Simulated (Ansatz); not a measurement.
**Ir4RhO8 single point**

The input, for Ansatz 0.2.0 (plane waves, PAW):

```yaml
crystal:
  lattice:
    - [0.0, 0.0, 2.971052]
    - [4.73976, -4.73976, 1.485526]
    - [4.73976, 4.73976, -1.485526]
  atoms:
    - { symbol: Rh, position: [0.5, 0.0, 0.0] }
    - { symbol: Ir, position: [0.1664, 0.18473, 0.51753] }
    - { symbol: Ir, position: [0.35113, 0.48247, 0.18472] }
    - { symbol: Ir, position: [0.8336, 0.81527, 0.48247] }
    - { symbol: Ir, position: [0.64887, 0.51753, 0.81528] }
    - { symbol: O, position: [0.5451, 0.2951, 0.3853] }
    - { symbol: O, position: [0.8402, 0.6147, 0.2951] }
    - { symbol: O, position: [0.4549, 0.7049, 0.6147] }
    - { symbol: O, position: [0.1598, 0.3853, 0.7049] }
    - { symbol: O, position: [0.7968, 0.0516, 0.6452] }
    - { symbol: O, position: [0.8484, 0.3548, 0.0516] }
    - { symbol: O, position: [0.2032, 0.9484, 0.3548] }
    - { symbol: O, position: [0.1516, 0.6452, 0.9484] }
  symmetry: { tolerance: 0.0003 }
kpoints:
  mp_grid: { grid: [6, 6, 6], shift: [0, 0, 0] }
  band_path:
    path:
      - [0.0, 0.0, 0.0]
      - [0.0, 0.0, 0.5]
      - [0.0, 0.5, 0.5]
      - [0.0, 0.0, 0.0]
      - [0.54911541, 0.27455771, -0.27455771]
      - [0.45088459, 0.72544229, 0.27455771]
      - [0.0, 0.5, 0.5]
      - [0.0, 0.0, 0.5]
      - [0.5, 0.25, 0.25]
      - [0.5, 0.5, 0.0]
      - [0.0, 0.0, 0.0]
    npoints: 6
magnetization:
  spin_polarized: false
scf:
  occupations: { method: tetrahedron }
  lower_state_search: "off"
  max_iter: 200
hamiltonian:
  pseudopotentials: { kind: paw }
  xc: r2scan
basis:
  ecutwfc: 500
  fft_grid_basis: typed
output:
  forces: true
  stress: true
  eigenvalues: true
  bader: true
  populations: true
  elf: true
  write_potential: true
  volumetric_format: npy
  dos:
    e_range: [-12, 8]
    de: 0.05
    projected: { site_lists: { Ir: [Ir], O: [O], Rh: [Rh] } }
checkpoint:
  read: saved_state
```

The saved state is an earlier solution for the same cell, perhaps on another mesh. 

Output (shortened):

```
SCF iter   1: F=—  Δρ=5.77e-3  dr2=4.13e-3  dr2_τ=1.11e-2
SCF iter   2: F=—  Δρ=3.16e-3  dr2=1.00e-2  dr2_τ=2.66e-3  recentre
SCF iter   3: F=—  Δρ=5.03e-3  dr2=7.47e-2  dr2_τ=3.56e-3
SCF iter   4: F=—  Δρ=6.13e-4  dr2=2.01e-4  dr2_τ=1.08e-4
SCF iter   5: F=—  Δρ=1.49e-4  dr2=3.40e-5  dr2_τ=1.75e-6
SCF iter   6: F=—  Δρ=1.81e-4  dr2=1.41e-4  dr2_τ=4.63e-6  recentre
SCF iter   7: F=—  Δρ=1.25e-4  dr2=6.02e-5  dr2_τ=1.86e-6
SCF iter   8: F=—  Δρ=5.95e-5  dr2=1.44e-5  dr2_τ=7.90e-8
SCF iter   9: F=—  Δρ=1.29e-5  dr2=3.67e-7  dr2_τ=5.78e-8
SCF iter  10: F=-58740.4305 eV  Δρ=4.55e-6  dr2=5.33e-8  dr2_τ=3.72e-9
Free energy (F): -58740.4305 eV
Harris-Foulkes:  -58740.4305 eV  (|F-HF|=4.13e-8)
Internal energy: -58740.4206 eV  (E = F + TS)
E sigma→0 (E₀):  -58740.4305 eV
Entropy (-TS):   -0.0099 eV (-0.760 meV/atom)
Fermi energy:    16.6603 eV
--- Per-component energies (eV) ---
  E_band       = -987.5500
  E_kinetic    = 4536.4094
  E_local      = -11335.5355  (includes V_loc(G=0)·N_el)
  E_nonlocal   = 1054.5462
  E_hartree    = 4319.9228
  E_xc         = -1827.6961
  E_vxc        = -2490.4438  (∫ρ·V_xc dr)
  E_paw        = -41897.1257  (= ΣΔE_a)
  E_vpaw       = -1546.6394  (= ΣTr[D̂ρ^β])
  E_aug_tail   = 0.0091  (compensation charges beyond the density's cutoff)
  E_vtau       = 154.2621  (kinetic-family band-sum trace: ∫τ·v_τ [+ j·A + Jᵃ·Aᵃ] dr)
  E_ewald      = -13589.0578
  E_core_change = -1.8931  (= ΣΔE_core)
  E_smearing   = -0.0099  (= −TS)
--- Forces (eV/Å), atoms counted from 1 ---
  atom   1  Rh     0.0000     0.0000     0.0000
  atom   2  Ir    -0.0172    -0.3193     0.0000
  atom   3  Ir     0.3193    -0.0172     0.0000
  atom   4  Ir     0.0172     0.3193     0.0000
  atom   5  Ir    -0.3193     0.0172     0.0000
  atom   6  O     -0.1282    -0.0437     0.0000
  atom   7  O      0.0437    -0.1282     0.0000
  atom   8  O      0.1282     0.0437     0.0000
  atom   9  O     -0.0437     0.1282     0.0000
  atom  10  O      1.9352     2.7230     0.0000
  atom  11  O     -2.7230     1.9352     0.0000
  atom  12  O     -1.9352    -2.7230     0.0000
  atom  13  O      2.7230    -1.9352     0.0000
--- Stress (GPa, compression-positive) ---
       50.0683       0.0000       0.0000
        0.0000      50.0683       0.0000
        0.0000       0.0000      65.5848
  P = ⅓ Tr σ = 55.2404 GPa (552.404 kbar)
--- Löwdin populations: 13 sites ---
  site symbol       q [e]
     0     Rh     16.6478
     1     Ir     15.5984
     2     Ir     15.5984
     3     Ir     15.5984
     4     Ir     15.5984
     5      O      6.6374
     6      O      6.6374
     7      O      6.6374
     8      O      6.6374
     9      O      6.7186
    10      O      6.7186
    11      O      6.7186
    12      O      6.7186
  spilling = 0.0040 (of n_electrons = 133.0000)
```

Origin: a known structure type with other elements, at an estimated volume, so it need not be a known compound. Caveats: empty levels are not fully converged; forces and stress under tetrahedra may miss the slope of the energy; many states at the Fermi level without spin polarisation, so a magnetic state may lie lower; the k mesh is coarse if the cell is a metal; atoms or cell far from equilibrium.
